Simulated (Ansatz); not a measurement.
GaCuSe2:
```xyz
8
Lattice="-2.8041 2.8041 5.5487 2.8041 -2.8041 5.5487 2.8041 2.8041 -5.5487" Properties=species:S:1:pos:R:3 pbc="T T T"
Cu     0.0000     2.8041     2.7744
Cu     0.0000     0.0000     0.0000
Ga     2.8041     0.0000     2.7744
Ga     0.0000     0.0000     5.5487
Se     1.4021     1.3815    -1.3872
Se     1.4021     1.4226     4.1616
Se     1.4226    -1.4021     6.9359
Se     1.3815     4.2062     1.3872
```

Relaxed with r²SCAN.

Problem. Give the Bader charges and basin volumes of the independent atoms, DFT-r²SCAN in the program Ansatz with PAW potentials.

Solution. 

```tsv
atom	Bader charge (e)	Bader volume (Å³)
Cu1	+0.42	15.2
Ga3	+1.06	14.8
Se5	-0.74	28.6
```

Space group I-42d (chalcopyrite). The cell was relaxed with r²SCAN under the symmetry of its start. No spin polarisation was allowed.

Potentials: the later of the program's two PAW sets.
